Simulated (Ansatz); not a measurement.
## From the elastic tensor of ZnPd3 to moduli and sound speeds

Level of theory: DFT LDA, scalar-relativistic, plane waves, PAW (Ansatz). Cutoff 420 eV, 12×12×12 k-points (Γ-centred), Fermi-Dirac smearing of 0.15 eV. No spin polarisation.

It takes space group Pm-3m (No. 221, cubic). Conventional cell: a = 3.809 Å, b = 3.809 Å, c = 3.809 Å, α = 90.00°, β = 90.00°, γ = 90.00°. Zn (site symmetry m-3m) has 12 Pd at 2.69 Å as nearest neighbours. Pd (site symmetry 4/mmm) is surrounded by 4 Zn at 2.69 Å and 8 Pd at 2.69 Å.

In a metal, frequencies and elastic constants depend on the k mesh and the smearing, soft modes and shear constants most.

Relaxed-ion constants (GPa, on the Cartesian axes of the calculation):
C11 = 233.5, C12 = 187.2, C13 = 187.2, C22 = 233.5, C23 = 187.2, C33 = 233.5, C44 = 79.6, C55 = 79.6, C66 = 79.6 GPa; the others vanish.

Density 11.559 g/cm³; 4 atoms in 55.26 Å³.

The values that follow are for a polycrystal of randomly turned grains, by Hill's mean where one number stands. In a crystal this anisotropic the Voigt and Reuss bounds lie far apart, so Hill's mean and the sound speeds and Debye temperature from it are rough.

With S = C⁻¹: B_V = (C11+C22+C33+2(C12+C13+C23))/9, G_V = (C11+C22+C33−C12−C13−C23+3(C44+C55+C66))/15, 1/B_R = S11+S22+S33+2(S12+S13+S23), 15/G_R = 4(S11+S22+S33−S12−S13−S23)+3(S44+S55+S66); Hill is their mean. Then v_l = √((B+4G/3)/ρ), v_t = √(G/ρ), v_m = [(2/v_t³+1/v_l³)/3]^(−1/3) and Θ = (ħ/k_B)·v_m·(6π²n/V)^(1/3) for n atoms in the volume V; E = 9BG/(3B+G), ν = (3B−2G)/(2(3B+G)) and A^U = 5G_V/G_R + B_V/B_R − 6.

| Item | Value |
| --- | --- |
| Bulk modulus, Voigt / Reuss / Hill | 202.7 / 202.7 / 202.7 GPa |
| Shear modulus, Voigt / Reuss / Hill | 57.0 / 40.3 / 48.7 GPa |
| Young's modulus | 135 GPa |
| Poisson ratio | 0.389 |
| Pugh ratio B/G | 4.16 (over 1.75, the rule of thumb for ductile) |
| Universal anisotropy index | 2.08 |
| Longitudinal and transverse sound speeds | 4811 and 2052 m/s |
| Debye temperature from the mean sound speed | 288 K |

Whether ZnPd3 exists in this form wasn't checked.

Cost: 1 run of about 1 core-minutes, on Intel Xeon 6975P-C (Granite Rapids) (shared hosts).